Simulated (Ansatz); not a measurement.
**Property card for CoSn**

CoSn:
```yaml
crystal:
  lattice:
    - [5.21882, 0.00000, 0.00000]
    - [-2.60941, 4.51963, 0.00000]
    - [0.00000, 0.00000, 4.17024]
  atoms:
    - { symbol: Co, position: [0.50000, 0.00000, 0.00000] }
    - { symbol: Co, position: [0.50000, 0.50000, 0.00000] }
    - { symbol: Co, position: [0.00000, 0.50000, 0.00000] }
    - { symbol: Sn, position: [0.00000, 0.00000, 0.00000] }
    - { symbol: Sn, position: [0.33333, 0.66667, 0.50000] }
    - { symbol: Sn, position: [0.66667, 0.33333, 0.50000] }
```

Space group P6/mmm (No. 191); conventional cell a = 5.2188 Å, b = 5.2188 Å, c = 4.1702 Å, α = 90.00°, β = 90.00°, γ = 120.00°.

Method: plane-wave PAW PBEsol (Ansatz code). Geometry: relaxed at this level of theory. Other levels are named where they apply.

**Cell and energy**

Volume per atom: 16.39 Å³
Density: 9.00 g/cm³
Formation energy from the elements (no fitted shifts): -0.15 eV/atom

**Electronic structure**

- Electronic character = metallic (no gap)
- Density of states at the Fermi level = 0.48 states/eV per atom (mean over ±0.08 eV)
- Gap with spin–orbit coupling = none (metallic)

**Magnetism**

- Magnetic order = non-magnetic (starting moments vanished)

**Mechanics**

- Bulk modulus (Birch–Murnaghan fit): 146 GPa
- Pressure derivative B′: 4.8
- Elastic constants (relaxed ions, GPa): C11 = 250, C12 = 111, C13 = 76.5, C33 = 283, C44 = 77.9
- Mechanical stability: stable (all eigenvalues of C positive)
- Hill bulk and shear moduli: 146 and 78.6 GPa
- Young's modulus: 200 GPa
- Poisson's ratio: 0.27
- Debye temperature from the elastic constants: 386 K

The PBEsol relaxation kept the symmetry of its start. The workflow began spin-polarised and lost its moments. As this level gives no gap, shear constants depend on the k-mesh and smearing (Fermi–Dirac, 0.1 eV here). Axis ratios of metals converge slowly with the k-mesh, so a and c are less sure than the volume. On the denser mesh and wider smearing of the elastic run this cell carries a stress of 0.6 GPa. The references are the lowest solids computed at this level, not always the standard phases. Spin–orbit coupling is left out wherever it is not named.

Potentials: the later of the program's two PAW sets.
